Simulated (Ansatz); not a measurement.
**Cu5Mo: zone-centre modes**

Method: Ansatz, DFT PBE, scalar-relativistic, plane waves, PAW. Plane waves to 420 eV; Γ-centred k mesh 12×12×2; Gaussian smearing of 0.10 eV. No spin polarisation. Phonons by linear response, acoustic sum rule imposed.

Relaxed structure:
```
Cu Mo
1.0
     2.60717    0.00000    0.00000
     0.00000    2.60717    0.00000
     0.00000    0.00000   22.31362
Cu Mo
10 2
Cartesian
  1.3036 0.0000 15.5815
  0.0000 1.3036 13.8134
  1.3036 0.0000 12.0422
  1.3036 0.0000 19.1356
  0.0000 1.3036 17.3503
  0.0000 1.3036 3.1781
  1.3036 0.0000 4.9633
  0.0000 1.3036 6.7321
  1.3036 0.0000 8.5002
  0.0000 1.3036 10.2714
  0.0000 1.3036 21.1492
  1.3036 0.0000 1.1644
```

The structure comes from a proposed guess, relaxed at this level; another structure or a mixture of phases may lie lower. In a metal, frequencies depend on the k mesh and the smearing, soft modes most.

Problem. Is this structure stable against zone-centre distortions?

Solution. Yes, at Γ: no optical mode is imaginary. Strains and other wave vectors aren't tested by this run.

Problem. List the optical modes at Γ (i marks imaginary ones).

Solution.
```tsv
frequency (cm⁻¹)	degeneracy
33	2
46	2
64	1
70	2
73	1
91	2
111	2
126	1
129	2
134	1
142	2
156	2
164	2
172	2
176	2
179	1
182	1
216	1
216	1
234	1
236	1
246	1
```
